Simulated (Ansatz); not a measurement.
Does relaxation matter for the field gradients of Bi2Se3?

Start: a structure deposited in the COD, atoms as given.

```yaml
crystal:
  lattice:
    - [2.07150, 1.19598, 9.54533]
    - [-2.07150, 1.19598, 9.54533]
    - [0.00000, -2.39196, 9.54533]
  atoms:
    - { symbol: Bi, position: [0.40080, 0.40080, 0.40080] }
    - { symbol: Bi, position: [0.59920, 0.59920, 0.59920] }
    - { symbol: Se, position: [0.00000, 0.00000, 0.00000] }
    - { symbol: Se, position: [0.21170, 0.21170, 0.21170] }
    - { symbol: Se, position: [0.78830, 0.78830, 0.78830] }
```

Sites (sets of like atoms) are named by element and the number of their first atom in this list.

Method: Kohn–Sham DFT in Ansatz, PBE, plane waves and PAW, scalar-relativistic, 420 eV cutoff, Γ-centred 9×9×9 k-points, Fermi–Dirac smearing 0.02 eV.

The largest force at the start is 0.16 eV/Å. Relaxing the ions at fixed cell moves them by 0.016 Å at most (atom 5, Se) and 0.010 Å rms. End positions:

```
CELL_PARAMETERS angstrom
2.07150 1.19598 9.54533
-2.07150 1.19598 9.54533
0.00000 -2.39196 9.54533
ATOMIC_POSITIONS crystal
Bi 0.40061 0.40061 0.40061
Bi 0.59939 0.59939 0.59939
Se 0.00000 0.00000 0.00000
Se 0.21115 0.21115 0.21115
Se 0.78885 0.78885 0.78885
```

| site | atom | moved (Å) | first shell before | first shell after | V_zz before (10²¹ V/m²) | η before |
| --- | --- | --- | --- | --- | --- | --- |
| Bi | 1 | 0.005 | 6 Se at 2.85–3.07 Å | 6 Se at 2.86–3.07 Å | 0.76 | 0.00 |
| Se3 | 3 | 0.000 | 6 Bi at 3.07 Å | 6 Bi at 3.07 Å | 7.50 | 0.00 |
| Se4 | 4 | 0.016 | 3 Bi at 2.85 Å | 3 Bi at 2.86 Å | -2.18 | 0.00 |

Problem. What are V_zz and η after the relaxation?

Solution. 

```
site  atom  V_zz after  η after  change of V_zz
  Bi     1        0.67     0.00           -0.09
 Se3     3        7.30     0.00           -0.20
 Se4     4       -1.25     0.00           +0.93
```

The largest change of V_zz is on Se4, from -2.18 to -1.25. In per cent, |V_zz| changes by -12 on Bi, -42 to -3 on Se (all sites that start above 0.5).

Spin–orbit coupling is left out, which shifts gradients on Bi by a few per cent in wide-gap crystals, and can shift them far more where the calculated gap is small or absent, as here. With a gap of 0.2 eV on this mesh, small gradients can still move by 0.1 × 10²¹ V/m² or more as the k-mesh gets denser.
